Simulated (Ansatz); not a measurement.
Input and steps of a relaxation of cell and atoms on Al₂SbP₃ on the sites of Ca2ZnGa3 (No. 8) (the PAW code Ansatz, r2SCAN+rVV10). The starting cell comes from a relaxation with PBEsol.

```yaml
crystal:
  lattice:
    - [4.6547457218, -2.3950194799, 0.4933201189]
    - [4.6547457218, 2.3950194799, 0.4933201189]
    - [-3.9583836292, 0.0, 4.5325661553]
  atoms:
    - { symbol: Al, position: [0.545048595, 0.545048595, 0.7743592333] }
    - { symbol: Al, position: [0.420219244, 0.420219244, 0.1026658583] }
    - { symbol: Sb, position: [0.0891570767, 0.0891570767, 0.5986969003] }
    - { symbol: P, position: [0.7228802854, 0.7228802854, 0.2635108561] }
    - { symbol: P, position: [0.9674733182, 0.9674733182, 0.9619304571] }
    - { symbol: P, position: [0.2552214907, 0.2552214907, 0.298836695] }
kpoints:
  mp_grid: { grid: [6, 6, 6] }
hamiltonian:
  xc: r2scan
  dispersion: rvv10
scf:
  occupations: { method: fermi_dirac, width: 0.03 }
relax:
  f_tol: 0.01
  cell: {}
  max_steps: 120
output:
  write_density: true
  write_potential: true
  elf: true
  volumetric_format: npy
```

The trajectory has 9 recorded frames, each with positions in Å and forces in eV/Å. Some frames, the last among them, repeat a geometry solved again on a basis re-selected at its cell; pressure is positive in compression.

Step 1: energy 0.0 meV/atom from step 1, largest force component 0.286 eV/Å, pressure +1.12 GPa
```xyz
6
Lattice="4.6547 -2.3950 0.4933 4.6547 2.3950 0.4933 -3.9584 0.0000 4.5326" Properties=species:S:1:pos:R:3:forces:R:3 pbc="T T T"
Al    2.0089    0.0000    4.0476   -0.0327    0.0000   -0.0277
Al    3.5056    0.0000    0.8799    0.0446    0.0000   -0.1284
Sb   -1.5399    0.0000    2.8016    0.0050    0.0000    0.2861
P     5.6866    0.0000    1.9076   -0.1549    0.0000   -0.2246
P     5.1990    0.0000    5.3146    0.1071    0.0000    0.1497
P     1.1931    0.0000    1.6063    0.0307    0.0000   -0.0551
```

Step 2: energy -7.4 meV/atom from step 1, largest force component 0.166 eV/Å, pressure -0.49 GPa
```xyz
6
Lattice="4.7164 -2.4019 0.4734 4.7164 2.4019 0.4734 -4.0431 0.0000 4.6541" Properties=species:S:1:pos:R:3:forces:R:3 pbc="T T T"
Al    1.9679    0.0000    4.1007   -0.1329    0.0000   -0.1220
Al    3.5583    0.0000    0.8446    0.0476    0.0000   -0.0048
Sb   -1.6195    0.0000    2.9674    0.1047    0.0000   -0.0433
P     5.7535    0.0000    1.8436   -0.1662    0.0000   -0.0571
P     5.2665    0.0000    5.4314    0.0762    0.0000    0.1199
P     1.2424    0.0000    1.6152    0.0706    0.0000    0.1072
```

Step 3: energy -9.0 meV/atom from step 1, largest force component 0.134 eV/Å, pressure -0.49 GPa
```xyz
6
Lattice="4.6966 -2.4046 0.4803 4.6966 2.4046 0.4803 -4.0224 0.0000 4.6814" Properties=species:S:1:pos:R:3:forces:R:3 pbc="T T T"
Al    1.9442    0.0000    4.1239   -0.0258    0.0000   -0.1140
Al    3.5395    0.0000    0.8312    0.0028    0.0000    0.0493
Sb   -1.5977    0.0000    2.9819    0.0456    0.0000    0.0686
P     5.7213    0.0000    1.8436   -0.1344    0.0000    0.0259
P     5.2622    0.0000    5.5017    0.0153    0.0000   -0.0124
P     1.2425    0.0000    1.6436    0.0961    0.0000   -0.0178
```

Step 4: energy -9.6 meV/atom from step 1, largest force component 0.111 eV/Å, pressure -0.07 GPa
```xyz
6
Lattice="4.6800 -2.4040 0.4850 4.6800 2.4040 0.4850 -4.0027 0.0000 4.6712" Properties=species:S:1:pos:R:3:forces:R:3 pbc="T T T"
Al    1.9350    0.0000    4.1130    0.0027    0.0000   -0.0822
Al    3.5249    0.0000    0.8298    0.0165    0.0000    0.1111
Sb   -1.5706    0.0000    2.9898   -0.0191    0.0000   -0.0233
P     5.6930    0.0000    1.8481   -0.0889    0.0000    0.0104
P     5.2511    0.0000    5.4998    0.0092    0.0000   -0.0243
P     1.2383    0.0000    1.6428    0.0795    0.0000    0.0082
```

Step 5: energy -9.9 meV/atom from step 1, largest force component 0.036 eV/Å, pressure +0.05 GPa
```xyz
6
Lattice="4.6790 -2.4016 0.4863 4.6790 2.4016 0.4863 -4.0004 0.0000 4.6697" Properties=species:S:1:pos:R:3:forces:R:3 pbc="T T T"
Al    1.9311    0.0000    4.1061   -0.0102    0.0000   -0.0276
Al    3.5239    0.0000    0.8396    0.0105    0.0000    0.0358
Sb   -1.5664    0.0000    2.9903   -0.0032    0.0000    0.0022
P     5.6847    0.0000    1.8495   -0.0108    0.0000   -0.0009
P     5.2573    0.0000    5.4989   -0.0150    0.0000   -0.0218
P     1.2425    0.0000    1.6426    0.0287    0.0000    0.0121
```

Step 6: energy -9.9 meV/atom from step 1, largest force component 0.013 eV/Å, pressure +0.02 GPa
```xyz
6
Lattice="4.6793 -2.4011 0.4846 4.6793 2.4011 0.4846 -4.0032 0.0000 4.6773" Properties=species:S:1:pos:R:3:forces:R:3 pbc="T T T"
Al    1.9220    0.0000    4.1038   -0.0131    0.0000   -0.0033
Al    3.5257    0.0000    0.8457    0.0020    0.0000    0.0047
Sb   -1.5677    0.0000    3.0017    0.0022    0.0000   -0.0059
P     5.6858    0.0000    1.8449    0.0132    0.0000   -0.0012
P     5.2554    0.0000    5.5014   -0.0048    0.0000   -0.0023
P     1.2455    0.0000    1.6416    0.0004    0.0000    0.0080
```

Step 7: energy -9.9 meV/atom from step 1, largest force component 0.010 eV/Å, pressure -0.01 GPa
```xyz
6
Lattice="4.6804 -2.4002 0.4829 4.6804 2.4002 0.4829 -4.0059 0.0000 4.6792" Properties=species:S:1:pos:R:3:forces:R:3 pbc="T T T"
Al    1.9183    0.0000    4.1024   -0.0080    0.0000   -0.0053
Al    3.5265    0.0000    0.8466    0.0030    0.0000    0.0036
Sb   -1.5660    0.0000    3.0027   -0.0097    0.0000   -0.0032
P     5.6886    0.0000    1.8422    0.0062    0.0000   -0.0012
P     5.2520    0.0000    5.5007    0.0051    0.0000   -0.0023
P     1.2455    0.0000    1.6403    0.0034    0.0000    0.0085
```

Step 8: energy -9.9 meV/atom from step 1, largest force component 0.003 eV/Å, pressure 0.00 GPa
```xyz
6
Lattice="4.6815 -2.4005 0.4843 4.6815 2.4005 0.4843 -4.0052 0.0000 4.6763" Properties=species:S:1:pos:R:3:forces:R:3 pbc="T T T"
Al    1.9166    0.0000    4.0996   -0.0005    0.0000    0.0011
Al    3.5287    0.0000    0.8494    0.0021    0.0000    0.0007
Sb   -1.5681    0.0000    3.0021    0.0002    0.0000   -0.0009
P     5.6927    0.0000    1.8431   -0.0030    0.0000   -0.0014
P     5.2567    0.0000    5.5000   -0.0001    0.0000    0.0011
P     1.2470    0.0000    1.6405    0.0012    0.0000   -0.0006
```

Step 9: energy -10.0 meV/atom from step 1, largest force component 0.003 eV/Å, pressure 0.00 GPa
```xyz
6
Lattice="4.6815 -2.4005 0.4843 4.6815 2.4005 0.4843 -4.0052 0.0000 4.6763" Properties=species:S:1:pos:R:3:forces:R:3 pbc="T T T"
Al    1.9166    0.0000    4.0996   -0.0005    0.0000    0.0011
Al    3.5287    0.0000    0.8494    0.0021    0.0000    0.0007
Sb   -1.5681    0.0000    3.0021    0.0003    0.0000   -0.0008
P     5.6927    0.0000    1.8431   -0.0030    0.0000   -0.0014
P     5.2567    0.0000    5.5000   -0.0001    0.0000    0.0010
P     1.2470    0.0000    1.6405    0.0012    0.0000   -0.0005
```

The walk took 8 steps, besides SCFs solved again on a fresh basis, and changed the volume by +3.6 %. The last SCF, on a fresh basis, lies 10.0 meV an atom below the first. At the end: space group Cm (No. 8), monoclinic; conventional cell a = 9.413 Å, b = 4.801 Å, c = 6.157 Å, β = 124.7°, 19.07 Å³ an atom. Around Al lie 4 P at 2.43–2.90 Å and 2 Sb at 2.75 Å; around Al lie 4 P at 2.38–2.67 Å and 1 Sb at 2.75 Å; around Sb lie 3 Al at 2.75 Å; around P lie 2 Al at 2.38–2.43 Å and 2 P at 2.43 Å; around P lie 1 P at 2.24 Å and 4 Al at 2.67–2.90 Å; around P lie 3 P at 2.24–2.43 Å and 2 Al at 2.41–2.55 Å.

Command: `ansatz run input.yaml --threads 2 --pin off --max-ram 2211MiB --backend cpu --events-out ev --progress --plain --runs-dir out`. It took 4.6 min on 2 threads of Arm Neoverse V1 (shared host); peak host memory 0.92 GiB.

These are computed values for a spin-unpolarised cell that may be hypothetical; none is a measurement.
